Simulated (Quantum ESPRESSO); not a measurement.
# Al3SiNO5: one run as intended and one with a planted mistake

A calculation, not a measurement. The program is pw.x of Quantum ESPRESSO 7.5 (plane-wave density functional theory). The cell is made up: 10 atoms on a corundum lattice, with randomly drawn elements, strain and displacements, not relaxed. PseudoDojo standard norm-conserving files (v0.5 for PBE, v0.4.1 for LDA and PBEsol) set the functional; there is no spin polarisation, spin-orbit coupling or dispersion term, and the masses in the input are unused placeholders.

Intended input:

```
&control calculation='scf', pseudo_dir='./dojo.nc.sr.pbe.v0_5.standard.upf', outdir='./o', disk_io='medium', tprnfor=.true., tstress=.true. /
&system ibrav=0, nat=10, ntyp=4, nbnd=30, ecutwfc=84.00895049, nosym=.true., tot_charge=0,
 occupations='smearing', smearing='fd', degauss=0.0018374661
/
&electrons conv_thr=7.350e-09, electron_maxstep=60, /
ATOMIC_SPECIES
Al 1.0 Al.upf
N 1.0 N.upf
O 1.0 O.upf
Si 1.0 Si.upf
CELL_PARAMETERS angstrom
2.4376 1.4573 4.552
-2.384 1.5142 4.5045
0.0761 -2.8259 4.482
ATOMIC_POSITIONS angstrom
Al 0.0271 0.0721 4.7763
Si -0.042 0.0121 1.957
Al 0.1096 0.0575 8.6914
Al 0.0394 0.1247 11.5376
N -0.8218 1.5446 7.9759
O -0.657 -1.5107 7.8666
O 1.7662 0.1836 7.9414
O 1.0165 -1.4331 5.6495
O 0.7414 1.6673 5.7015
O -1.5613 -0.0511 5.5861
K_POINTS automatic
5 5 5 1 1 1
```

The log is shortened where brackets say so; the opening notice, blank lines, dates and the lines on written files are dropped, and the path of the files is cut. It prints rydbergs, bohrs and kilobars, and counts compression as positive stress. Where no state is partly filled, the Fermi energy that it prints is only some level between the filled and the empty states on the mesh, and need not lie in the true gap.

Log of the intended run:

```
     Program PWSCF v.7.5
     Parallel version (MPI & OpenMP), running on       1 processor cores
     Number of MPI processes:                 1
     Threads/MPI process:                     1
     [start-up lines left out]
     bravais-lattice index     =            0
     lattice parameter (alat)  =      10.1389  a.u.
     unit-cell volume          =     632.8923 (a.u.)^3
     number of atoms/cell      =           10
     number of atomic types    =            4
     number of electrons       =        48.00
     number of Kohn-Sham states=           30
     kinetic-energy cutoff     =      84.0090  Ry
     charge density cutoff     =     336.0358  Ry
     scf convergence threshold =      7.3E-09
     mixing beta               =       0.7000
     number of iterations used =            8  plain     mixing
     Exchange-correlation= PBE
                           (   1   4   3   4   0   0   0)
     [axes and pseudopotential details left out]
   Cartesian axes
     site n.     atom                  positions (alat units)
         1        Al     tau(   1) = (   0.0050510   0.0134382   0.8902224  )
         2        Si     tau(   2) = (  -0.0078281   0.0022552   0.3647521  )
         3        Al     tau(   3) = (   0.0204276   0.0107170   1.6199315  )
         4        Al     tau(   4) = (   0.0073435   0.0232420   2.1504156  )
         5        N      tau(   5) = (  -0.1531698   0.2878876   1.4865743  )
         6        O      tau(   6) = (  -0.1224538  -0.2815692   1.4662026  )
         7        O      tau(   7) = (   0.3291901   0.0342200   1.4801441  )
         8        O      tau(   8) = (   0.1894586  -0.2671059   1.0529723  )
         9        O      tau(   9) = (   0.1381846   0.3107568   1.0626642  )
        10        O      tau(  10) = (  -0.2910002  -0.0095242   1.0411556  )
     number of k points=    63  Fermi-Dirac smearing, width (Ry)=  0.0018
                       cart. coord. in units 2pi/alat
        k(    1) = (  -0.0011867  -0.0012891   0.1189148), wk =   0.0320000
        k(    2) = (  -0.0049422  -0.2510855   0.2008969), wk =   0.0320000
     [further k points left out]
     Dense  grid:    65867 G-vectors     FFT dimensions: (  60,  60,  60)
     Estimated max dynamical RAM per process >      91.41 MB
     Initial potential from superposition of free atoms
     starting charge      47.9920, renormalised to      48.0000
     Starting wfcs are   40 randomized atomic wfcs
     total cpu time spent up to now is       10.0 secs
     per-process dynamical memory:    75.9 Mb
     Self-consistent Calculation
     iteration #  1     ecut=    84.01 Ry     beta= 0.70
     Davidson diagonalization with overlap
     ethr =  1.00E-02,  avg # of iterations =  3.0
     total cpu time spent up to now is       36.1 secs
     total energy              =    -208.37107749 Ry
     estimated scf accuracy    <       2.32302375 Ry
     iteration #  2     ecut=    84.01 Ry     beta= 0.70
     Davidson diagonalization with overlap
     ethr =  4.84E-03,  avg # of iterations =  2.0
     total cpu time spent up to now is       66.7 secs
     total energy              =    -208.99120510 Ry
     estimated scf accuracy    <       2.07739305 Ry
     [iterations 3 to 10 left out]
     iteration # 11     ecut=    84.01 Ry     beta= 0.70
     Davidson diagonalization with overlap
     ethr =  7.34E-10,  avg # of iterations =  2.5
     total cpu time spent up to now is      323.7 secs
     total energy              =    -209.38122140 Ry
     estimated scf accuracy    <       0.00000001 Ry
     iteration # 12     ecut=    84.01 Ry     beta= 0.70
     Davidson diagonalization with overlap
     ethr =  2.81E-11,  avg # of iterations =  3.8
     total cpu time spent up to now is      349.7 secs
     End of self-consistent calculation
     [lines on levels left out]
     the Fermi energy is    10.0340 ev
!    total energy              =    -209.38122140 Ry
     estimated scf accuracy    <          6.0E-09 Ry
     smearing contrib. (-TS)   =      -0.00000000 Ry
     internal energy E=F+TS    =    -209.38122140 Ry
     The total energy is F=E-TS. E is the sum of the following terms:
     one-electron contribution =     -33.81974826 Ry
     hartree contribution      =      50.62614387 Ry
     xc contribution           =     -58.27881013 Ry
     ewald contribution        =    -167.90880687 Ry
     convergence has been achieved in  12 iterations
     Forces acting on atoms (cartesian axes, Ry/au):
     atom    1 type  1   force =     0.08073605   -0.00306470   -0.06988831
     atom    2 type  4   force =     0.07811028    0.01783392    0.09223515
     atom    3 type  1   force =    -0.05344726    0.02375909   -0.01788018
     atom    4 type  1   force =     0.02318991   -0.01088755    0.03533673
     atom    5 type  2   force =    -0.08905043   -0.00726065   -0.03754602
     atom    6 type  3   force =     0.00703232    0.00834491   -0.02731232
     atom    7 type  3   force =     0.00625805   -0.00182877   -0.06747427
     atom    8 type  3   force =    -0.05834561   -0.02799127    0.01387292
     atom    9 type  3   force =     0.08460902   -0.03150910    0.01405281
     atom   10 type  3   force =    -0.07909232    0.03260413    0.06460350
     Total force =     0.266568     Total SCF correction =     0.000043
     Computing stress (Cartesian axis) and pressure
          total   stress  (Ry/bohr**3)                   (kbar)     P=     -140.63
  -0.00073084   0.00029479  -0.00034529         -107.51       43.36      -50.79
   0.00029479  -0.00089401  -0.00016620           43.36     -131.51      -24.45
  -0.00034529  -0.00016620  -0.00124318          -50.79      -24.45     -182.88
     init_run     :      9.84s CPU      9.97s WALL (       1 calls)
     electrons    :    333.11s CPU    339.71s WALL (       1 calls)
     forces       :      3.92s CPU      3.98s WALL (       1 calls)
     stress       :     16.66s CPU     16.72s WALL (       1 calls)
     [timing details left out]
     PWSCF        :   6m 3.77s CPU   6m11.06s WALL
     JOB DONE.
```

A second run has one planted mistake: the self-consistency threshold is too loose. The input lines that differ, file-writing options aside:

```
- &electrons conv_thr=7.350e-09, electron_maxstep=60, /
+ &electrons conv_thr=5.145e-02, electron_maxstep=60, /
```

Its log:

```
     Program PWSCF v.7.5
     Parallel version (MPI & OpenMP), running on       1 processor cores
     Number of MPI processes:                 1
     Threads/MPI process:                     1
     [start-up lines left out]
     bravais-lattice index     =            0
     lattice parameter (alat)  =      10.1389  a.u.
     unit-cell volume          =     632.8923 (a.u.)^3
     number of atoms/cell      =           10
     number of atomic types    =            4
     number of electrons       =        48.00
     number of Kohn-Sham states=           30
     kinetic-energy cutoff     =      84.0090  Ry
     charge density cutoff     =     336.0358  Ry
     scf convergence threshold =      5.1E-02
     mixing beta               =       0.7000
     number of iterations used =            8  plain     mixing
     Exchange-correlation= PBE
                           (   1   4   3   4   0   0   0)
     [axes and pseudopotential details left out]
   Cartesian axes
     site n.     atom                  positions (alat units)
         1        Al     tau(   1) = (   0.0050510   0.0134382   0.8902224  )
         2        Si     tau(   2) = (  -0.0078281   0.0022552   0.3647521  )
         3        Al     tau(   3) = (   0.0204276   0.0107170   1.6199315  )
         4        Al     tau(   4) = (   0.0073435   0.0232420   2.1504156  )
         5        N      tau(   5) = (  -0.1531698   0.2878876   1.4865743  )
         6        O      tau(   6) = (  -0.1224538  -0.2815692   1.4662026  )
         7        O      tau(   7) = (   0.3291901   0.0342200   1.4801441  )
         8        O      tau(   8) = (   0.1894586  -0.2671059   1.0529723  )
         9        O      tau(   9) = (   0.1381846   0.3107568   1.0626642  )
        10        O      tau(  10) = (  -0.2910002  -0.0095242   1.0411556  )
     number of k points=    63  Fermi-Dirac smearing, width (Ry)=  0.0018
                       cart. coord. in units 2pi/alat
        k(    1) = (  -0.0011867  -0.0012891   0.1189148), wk =   0.0320000
        k(    2) = (  -0.0049422  -0.2510855   0.2008969), wk =   0.0320000
     [further k points left out]
     Dense  grid:    65867 G-vectors     FFT dimensions: (  60,  60,  60)
     Estimated max dynamical RAM per process >      91.41 MB
     Initial potential from superposition of free atoms
     starting charge      47.9920, renormalised to      48.0000
     Starting wfcs are   40 randomized atomic wfcs
     total cpu time spent up to now is       17.9 secs
     per-process dynamical memory:    75.9 Mb
     Self-consistent Calculation
     iteration #  1     ecut=    84.01 Ry     beta= 0.70
     Davidson diagonalization with overlap
     ethr =  1.00E-02,  avg # of iterations =  3.0
     total cpu time spent up to now is       57.3 secs
     total energy              =    -208.37107749 Ry
     estimated scf accuracy    <       2.32302375 Ry
     iteration #  2     ecut=    84.01 Ry     beta= 0.70
     Davidson diagonalization with overlap
     ethr =  4.84E-03,  avg # of iterations =  2.0
     total cpu time spent up to now is       93.9 secs
     total energy              =    -208.99120510 Ry
     estimated scf accuracy    <       2.07739305 Ry
     iteration #  3     ecut=    84.01 Ry     beta= 0.70
     Davidson diagonalization with overlap
     ethr =  4.33E-03,  avg # of iterations =  2.0
     total cpu time spent up to now is      126.4 secs
     total energy              =    -209.34977033 Ry
     estimated scf accuracy    <       0.07701604 Ry
     iteration #  4     ecut=    84.01 Ry     beta= 0.70
     Davidson diagonalization with overlap
     ethr =  1.60E-04,  avg # of iterations =  5.7
     total cpu time spent up to now is      163.1 secs
     End of self-consistent calculation
     [lines on levels left out]
     the Fermi energy is    10.0852 ev
!    total energy              =    -209.37957327 Ry
     estimated scf accuracy    <       0.00504575 Ry
     smearing contrib. (-TS)   =      -0.00000000 Ry
     internal energy E=F+TS    =    -209.37957327 Ry
     The total energy is F=E-TS. E is the sum of the following terms:
     one-electron contribution =     -33.92869554 Ry
     hartree contribution      =      50.76480004 Ry
     xc contribution           =     -58.30687090 Ry
     ewald contribution        =    -167.90880687 Ry
     convergence has been achieved in   4 iterations
     Forces acting on atoms (cartesian axes, Ry/au):
     atom    1 type  1   force =     0.07864035   -0.00303691   -0.06987960
     atom    2 type  4   force =     0.07641267    0.01840107    0.08975583
     atom    3 type  1   force =    -0.05298966    0.02344117   -0.01710490
     atom    4 type  1   force =     0.02279829   -0.01012220    0.03259565
     atom    5 type  2   force =    -0.08322593   -0.00750298   -0.03034775
     atom    6 type  3   force =     0.00633267    0.00859554   -0.02660996
     atom    7 type  3   force =     0.00342076   -0.00044745   -0.06721230
     atom    8 type  3   force =    -0.05918351   -0.02995977    0.01539108
     atom    9 type  3   force =     0.08660142   -0.03195767    0.01370414
     atom   10 type  3   force =    -0.07880706    0.03258920    0.05970782
     Total force =     0.260929     Total SCF correction =     0.017840
     Computing stress (Cartesian axis) and pressure
          total   stress  (Ry/bohr**3)                   (kbar)     P=     -138.92
  -0.00074097   0.00028107  -0.00033557         -109.00       41.35      -49.36
   0.00028107  -0.00086994  -0.00015712           41.35     -127.97      -23.11
  -0.00033557  -0.00015712  -0.00122219          -49.36      -23.11     -179.79
     init_run     :     17.44s CPU     17.71s WALL (       1 calls)
     electrons    :    144.00s CPU    145.22s WALL (       1 calls)
     forces       :      6.18s CPU      6.25s WALL (       1 calls)
     stress       :     22.13s CPU     22.22s WALL (       1 calls)
     [timing details left out]
     PWSCF        :   3m10.04s CPU   3m11.93s WALL
     JOB DONE.
```

|  | intended run | run with the mistake |
| --- | --- | --- |
| free energy (eV) | -2848.777 | -2848.754 |
| smearing term -TS (eV) | 0.0000 | 0.0000 |
| pressure (GPa) | -14.06 | -13.89 |
| largest force component (eV/Å) | 2.371 | 2.308 |
| largest change of a force component (eV/Å) |  | 0.185 |
| iterations | 12 | 4 |

For scale, a rerun of the intended cell at a cutoff of 1437 eV and k mesh 7 x 7 x 7 moved values by no more than 0.003 eV in energy, 0.03 GPa in stress and 0.002 eV/Å in force.